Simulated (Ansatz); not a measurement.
Ta$_{2}$SiN:
Space group P6₃/mmc (No. 194); a = b = 3.223 Å, c = 12.010 Å, α = β = 90.00°, γ = 120.00°

```
atom  site  symmetry       x       y       z
----  ----  --------  ------  ------  ------
Si      2d      -6m2  0.6667  0.3333  0.2500
Ta      4f       3m.  0.3333  0.6667  0.0958
N       2a      -3m.  0.0000  0.0000  0.0000
```

Relaxed with r²SCAN.

Task: Tabulate the valence density and the electron localisation function along the shortest Ta–Ta contact (2.96 Å), the program Ansatz at the r²SCAN level (PAW).

Result: 

| distance from Ta (Å) | density (e/Å³) | ELF |
|---|---|---|
| 0.30 | 4.34 | 0.33 |
| 0.44 | 4.49 | 0.64 |
| 0.59 | 3.60 | 0.75 |
| 0.74 | 2.25 | 0.70 |
| 0.89 | 1.12 | 0.48 |
| 1.04 | 0.54 | 0.24 |
| 1.18 | 0.35 | 0.18 |
| 1.33 | 0.28 | 0.21 |
| 1.48 | 0.27 | 0.25 |
| 1.63 | 0.28 | 0.21 |
| 1.78 | 0.35 | 0.18 |
| 1.92 | 0.54 | 0.24 |
| 2.07 | 1.12 | 0.48 |
| 2.22 | 2.25 | 0.70 |
| 2.37 | 3.60 | 0.75 |
| 2.52 | 4.49 | 0.64 |
| 2.66 | 4.34 | 0.33 |

The density is the valence pseudo-density with augmentation charge, so density and ELF within about 1 Å of a nucleus are not all-electron values.

Space group P6_3/mmc. The start of the workflow was typed in or built on a structure type; neither database checked (COD, Materials Project) lists it. Whether it is the stable phase at ambient conditions was not checked. Symmetry was held in the r²SCAN relaxation; its stability against distortions is not shown here. The run is not spin-polarised. Spin–orbit coupling is left out wherever it is not named.

Potentials: the later of the program's two PAW sets.
